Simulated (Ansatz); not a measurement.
CaS (rock salt, Fm-3m), a = b = c = 5.564 Å, α = β = γ = 90.00°; the cell used has 2 atoms.

Relaxed with LDA.

**Question.** Give the optical modes at the zone centre with their infrared and Raman activity from DFPT, LDA in the plane-wave PAW code Ansatz.

**Answer.** Transverse frequencies, without the LO–TO term; a row sums one degenerate level.

```csv
ω (cm⁻¹),degeneracy,IR ((D/Å)²/amu),Raman (Å⁴/amu),activity,symmetry
243,3,21.51,0,IR,T1u
```

**Question.** How high does the top mode go among those that the LO–TO term moves?

**Answer.** 353 cm⁻¹ for q along x.

The cell was relaxed with LDA under the symmetry of its start; phonons on a q-mesh show no instability.

Potentials: the later of the program's two PAW sets.
